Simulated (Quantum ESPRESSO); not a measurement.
Simulation results for ZnGa$_{2}$SiP$_{4}$ (made-up cell)

All values are calculated (Quantum ESPRESSO 7.5). Calculation on a made-up crystal cell, not a measurement, the moved input of one more run found from cubic fits through the family: the fits match the computed values on one interval only; periodic Kohn-Sham density functional theory in plane waves with PseudoDojo standard norm-conserving scalar-relativistic pseudopotentials, each functional with its own files (v0.5 for PBE, v0.4.1 for LDA and PBEsol), no spin polarisation, no spin-orbit coupling, atoms not relaxed, stress positive in tension, energies less a fixed whole-eV offset for each atom's element; levels are Kohn-Sham levels at fractions of this cell's reciprocal vectors, counted from the reference band (half the neutral cell's valence electrons, rounded up) at Gamma; error bars cover cutoff and k-mesh only, not smearing or the files; added strain carries the atoms with the cell, and shear is the tensor component; each bar is the largest change over components, and at least 0.002 eV, 0.002 eV per angstrom or 0.02 GPa; energies are for the whole cell, and the offsets were chosen from early runs and are not element reference energies.

```cif
# cell vector a (Å): 5.5224 0.0000 0.0000
# cell vector b (Å): 0.0000 5.5224 0.0000
# cell vector c (Å): 0.0000 0.0000 5.5235
data_ZnGa2SiP4
_symmetry_space_group_name_H-M 'P 1'
_symmetry_Int_Tables_number 1
_cell_length_a 5.5224
_cell_length_b 5.5224
_cell_length_c 5.5235
_cell_angle_alpha 90.000
_cell_angle_beta 90.000
_cell_angle_gamma 90.000
_cell_volume 168.45
loop_
_atom_site_label
_atom_site_type_symbol
_atom_site_fract_x
_atom_site_fract_y
_atom_site_fract_z
_atom_site_occupancy
Ga1 Ga 0.01211 0.01253 0.99850 1
Si1 Si 0.99509 0.50317 0.48949 1
Zn1 Zn 0.50089 0.98510 0.48936 1
Ga2 Ga 0.50109 0.49136 0.00471 1
P1 P 0.24214 0.25326 0.24564 1
P2 P 0.22621 0.75451 0.73794 1
P3 P 0.74527 0.25889 0.75561 1
P4 P 0.75404 0.75931 0.22717 1
_calc_lattice_type 'zincblende/diamond'
_calc_functional 'pbe'
_calc_cutoff 1143  # eV
_calc_fermi_dirac_smearing 0.025  # eV
_calc_scf_tolerance 1e-07  # eV
_calc_electrons_removed 0
_calc_moved_input 'added strain, biaxial xx=yy'
_calc_moved_input_in_the_structure_shown -0.0002
_calc_further_run_stress_yy 4.27  # GPa
_calc_further_run_stress_xx 3.86  # GPa
_calc_further_run_pressure -4.09  # GPa
_calc_further_run_stress_zz 4.13  # GPa
_calc_k_mesh '4 x 4 x 4, shifted by half a step'
_calc_structure_shown 'one run of the family, not the further run'
_calc_moved_input_of_the_further_run ?
```

Atoms:
```tsv
atoms element	atom site	atom energy offset (eV)
Ga	1	-2080
Si	2	-115
Zn	3	-5687
Ga	4	-2080
P	5	-189
P	6	-189
P	7	-189
P	8	-189
```

Family:
```tsv
moved input	stress yy (GPa)	stress xx (GPa)	pressure (GPa)	stress zz (GPa)
-0.0224	-1.13	-1.51	0.47	1.23
-0.0175	-0.21	-0.59	-0.32	1.75
-0.0151	0.23	-0.16	-0.69	1.99
-0.0002	2.74	2.34	-2.81	3.35
0.0053	3.59	3.18	-3.52	3.78
0.0159	5.09	4.67	-4.77	4.54
```

Questions
1. ZnGa$_{2}$SiP$_{4}$ (made-up cell): moved input of the further run?

Calculated values
1. 0.01

Further results for ZnGa$_{2}$SiP$_{4}$ (made-up cell):

* interval low: 0.009581
* interval high: 0.0104
* energy against integrated force or stress: 0.0006254 eV
* error bar energy: 0.0085 eV
* error bar stress: 0.02 GPa
